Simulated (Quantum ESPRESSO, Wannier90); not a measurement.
**Wannierisation of InHO2 (Pmn2₁)**

```xyz
8
Lattice="3.2985 0.0000 0.0000 0.0000 4.5905 0.0000 0.0000 0.0000 5.3021" Properties=species:S:1:pos:R:3 pbc="T T T"
In     0.0000    -1.2489     0.0019
In     1.6492     1.2489    -2.6492
H      0.0000    -0.9131     2.5403
H      1.6492     0.9131    -0.1108
O      0.0000    -2.1905    -1.9167
O      1.6492     2.1905     0.7344
O      0.0000    -0.0846     1.9301
O      1.6492     0.0846    -0.7209
```

Structure: Materials Project mp-504535, symmetrised, not relaxed again. COD (Crystallography Open Database) has an entry of this formula and space group (matched by these alone). Computed values, not measurements, from PBEsol: Quantum ESPRESSO (norm-conserving PseudoDojo potentials, cutoff 68 Ry, spinors with spin-orbit coupling) on a Γ-centred 6×4×4 mesh, then Wannier90. Density: 10×8×6 mesh, Gaussian smearing 0.01 Ry.

A tight-binding model is made by disentanglement and projection with no localisation steps (num_iter = 0), so the 52 orbitals stay atom-like: hydrogen-like In: s;p; H: s; O: s;p, axes along x, y, z; frozen window up to 3.42 eV relative to the valence-band maximum. It follows pw.x to 0.6 meV rms for states up to 2.9 eV relative to the valence-band maximum. Matrix elements depend on this choice of orbitals and windows. Bands 9–16 (In 4d 96 %), 17–28 (In 4d 94 %) lie between the kept ones and are excluded.

The 45 largest hoppings ⟨m,0|H|n,R⟩ between different sites (one of each Hermitian pair; signs follow the real orbitals' lobes; the list may end inside a set of equal values):

| m | n | R | distance of the centres (Å) | t (eV) | Im t (eV) |
|---|---|---|---|---|---|
| O7 s↑ | H3 s↑ | 0 0 0 | 1.15 | -7.774 | 0.000 |
| O7 s↓ | H3 s↓ | 0 0 0 | 1.15 | -7.774 | 0.000 |
| O8 s↑ | H4 s↑ | 0 0 0 | 1.15 | -7.774 | 0.000 |
| O8 s↓ | H4 s↓ | 0 0 0 | 1.15 | -7.774 | 0.000 |
| O7 py↑ | H3 s↑ | 0 0 0 | 1.21 | 5.346 | 0.000 |
| O7 py↓ | H3 s↓ | 0 0 0 | 1.21 | 5.346 | 0.000 |
| O8 py↑ | H4 s↑ | 0 0 0 | 1.21 | -5.346 | 0.000 |
| O8 py↓ | H4 s↓ | 0 0 0 | 1.21 | -5.346 | 0.000 |
| O7 pz↑ | H3 s↑ | 0 0 0 | 1.19 | -3.972 | 0.000 |
| O7 pz↓ | H3 s↓ | 0 0 0 | 1.19 | -3.972 | 0.000 |
| O8 pz↑ | H4 s↑ | 0 0 0 | 1.19 | -3.972 | 0.000 |
| O8 pz↓ | H4 s↓ | 0 0 0 | 1.19 | -3.972 | 0.000 |
| O6 py↑ | H4 s↑ | 0 0 0 | 1.45 | 2.849 | 0.000 |
| O6 py↓ | H4 s↓ | 0 0 0 | 1.45 | 2.849 | 0.000 |
| H3 s↑ | O5 py↑ | 0 0 1 | 1.45 | -2.849 | 0.000 |
| H3 s↓ | O5 py↓ | 0 0 1 | 1.45 | -2.849 | 0.000 |
| O6 s↑ | H4 s↑ | 0 0 0 | 1.43 | -2.533 | 0.000 |
| O6 s↓ | H4 s↓ | 0 0 0 | 1.43 | -2.533 | 0.000 |
| H3 s↑ | O5 s↑ | 0 0 1 | 1.43 | -2.533 | 0.000 |
| H3 s↓ | O5 s↓ | 0 0 1 | 1.43 | -2.533 | 0.000 |
| O5 pz↑ | In1 pz↑ | 0 0 0 | 2.21 | 1.919 | 0.000 |
| O5 pz↓ | In1 pz↓ | 0 0 0 | 2.21 | 1.919 | 0.000 |
| O6 pz↑ | In2 pz↑ | 0 0 1 | 2.21 | 1.919 | 0.000 |
| O6 pz↓ | In2 pz↓ | 0 0 1 | 2.21 | 1.919 | 0.000 |
| O6 pz↑ | H4 s↑ | 0 0 0 | 1.42 | 1.886 | 0.000 |
| O6 pz↓ | H4 s↓ | 0 0 0 | 1.42 | 1.886 | 0.000 |
| H3 s↑ | O5 pz↑ | 0 0 1 | 1.42 | 1.886 | 0.000 |
| H3 s↓ | O5 pz↓ | 0 0 1 | 1.42 | 1.886 | 0.000 |
| O7 pz↑ | In1 pz↑ | 0 0 0 | 2.17 | 1.794 | 0.000 |
| O7 pz↓ | In1 pz↓ | 0 0 0 | 2.17 | 1.794 | 0.000 |
| O8 pz↑ | In2 pz↑ | 0 0 0 | 2.17 | 1.794 | 0.000 |
| O8 pz↓ | In2 pz↓ | 0 0 0 | 2.17 | 1.794 | 0.000 |
| O5 pz↑ | In1 s↑ | 0 0 0 | 2.14 | -1.771 | 0.000 |
| O5 pz↓ | In1 s↓ | 0 0 0 | 2.14 | -1.771 | 0.000 |
| O6 pz↑ | In2 s↑ | 0 0 1 | 2.14 | -1.771 | 0.000 |
| O6 pz↓ | In2 s↓ | 0 0 1 | 2.14 | -1.771 | 0.000 |
| O7 pz↑ | In1 s↑ | 0 0 0 | 2.24 | 1.564 | 0.000 |
| O7 pz↓ | In1 s↓ | 0 0 0 | 2.24 | 1.564 | 0.000 |
| O8 pz↑ | In2 s↑ | 0 0 0 | 2.24 | 1.564 | 0.000 |
| O8 pz↓ | In2 s↓ | 0 0 0 | 2.24 | 1.564 | 0.000 |
| O5 s↑ | In1 pz↑ | 0 0 0 | 2.22 | 1.539 | 0.000 |
| O5 s↓ | In1 pz↓ | 0 0 0 | 2.22 | 1.539 | 0.000 |
| O6 s↑ | In2 pz↑ | 0 0 1 | 2.22 | 1.539 | 0.000 |
| O6 s↓ | In2 pz↓ | 0 0 1 | 2.22 | 1.539 | 0.000 |
| In2 s↑ | O5 px↑ | 0 1 0 | 2.14 | -1.510 | 0.001 |
